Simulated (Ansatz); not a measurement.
The start is a relaxed NbRu cell, doubled along one cell vector, shaken by Gaussian noise of σ = 0.08 Å a coordinate. Cell shape, volume and atoms are optimised at zero target pressure with PBE (plane waves to 420 eV, PAW, scalar-relativistic; Ansatz, an electronic-structure program). First-step values are on the input's coarse k-mesh.

Ansatz input (later rounds restart from its end on a renewed k-mesh):
Ansatz 0.2 input:
```yaml
crystal:
  lattice:
    - [9.2075688782, 0, 0]
    - [0, 3.0686207508, 0]
    - [-1.5535805793, 0, 6.7842824703]
  atoms:
    - { symbol: Nb, position: [0.3293602883, -0.0157271292, 0.3275484609] }
    - { symbol: Nb, position: [0.8456588243, -0.0202975814, 0.3243928328] }
    - { symbol: Nb, position: [0.1400373626, 0.0021358218, 0.683043472] }
    - { symbol: Nb, position: [0.6638850317, -0.0277365879, 0.6779445216] }
    - { symbol: Nb, position: [0.0092749526, -0.0364425881, -0.0052236095] }
    - { symbol: Nb, position: [0.4953818499, 0.0626401516, 0.006556462] }
    - { symbol: Ru, position: [0.2561964192, 0.4704623368, -0.0158242886] }
    - { symbol: Ru, position: [0.735254213, 0.5012144381, -0.0019956242] }
    - { symbol: Ru, position: [0.1069747245, 0.4996440538, 0.3686607413] }
    - { symbol: Ru, position: [0.6074871369, 0.4871906588, 0.3486338847] }
    - { symbol: Ru, position: [0.4150667326, 0.5338137072, 0.6569281109] }
    - { symbol: Ru, position: [0.8999706648, 0.5435617151, 0.6553221936] }
basis: { ecutwfc: 420, ecutrho_ratio: 4, xc_grid: 2, fft_grid_basis: typed }
kpoints: { mp_grid: { grid: [4, 11, 5] } }
hamiltonian:
  xc: pbe
  dispersion: none
  pseudopotentials: { kind: paw }
scf: { occupations: { method: fermi_dirac, width: 0.05 } }
relax: { f_tol: 0.01, max_steps: 100, cell: { stress_tol: 0.02 } }
output: { forces: true, stress: true }
```

Problem. What pressure does the first self-consistent step give?

Solution. +3.0 GPa (positive: the cell is compressed).

Problem. By how much does the energy per atom fall from start to end?

Solution. 0.11 eV/atom.

Problem. Does it find its way back to the structure it was made from?

Solution. It does not go back: it reaches P2/m (No. 10), 0.06 eV/atom below the parent.

Problem. How do the shortest distances between atoms change?

Solution. The closest pairs of elements (up to four, under 3.6 Å), start → end: Nb–Ru 2.51 → 2.59 Å; Nb–Nb 2.71 → 2.69 Å; Ru–Ru 2.94 → 2.93 Å.

Problem. What band gap does the relaxed structure have at this level?

Solution. Zero (metallic).

Final values are on a 7×15×6 k-mesh of the relaxed cell. No spin polarisation in the result.

The relaxed structure here is a generated cell of NbRu: the first start was made by placing the elements on the sites of a structure type, and the end was not matched to a known phase here, so it may be hypothetical.
